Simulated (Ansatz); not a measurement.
Given:

AlP:
```
CELL_PARAMETERS angstrom
      3.11912     0.00000     0.00000
      0.00000     3.11912     0.00000
      0.00000     0.00000     3.11912
ATOMIC_POSITIONS crystal
  Al 0.00000 0.00000 0.00000
  P  0.50000 0.50000 0.50000
```

This is the PBE-relaxed structure.

Q: All from PBE in the plane-wave PAW code Ansatz, unless another level is named. Give the electronic character.

A: metallic (no gap).

Q: Next, the density of states at the Fermi level?

A: 0.50 states/eV per atom (mean over ±0.08 eV).

Q: Give the formation energy from the elements (no fitted shifts).

A: 0.11 eV/atom.

Space group Pm-3m (CsCl type). The cell is a constructed one: a structure type filled with these elements; neither database checked (COD, Materials Project) lists it. It is not the phase usual at ambient conditions (space group No. 216). Symmetry was held in the PBE relaxation. At this level the phase is mechanically unstable. The references are the lowest solids computed at this level, not always the standard phases.

Potentials: the later of the program's two PAW sets.
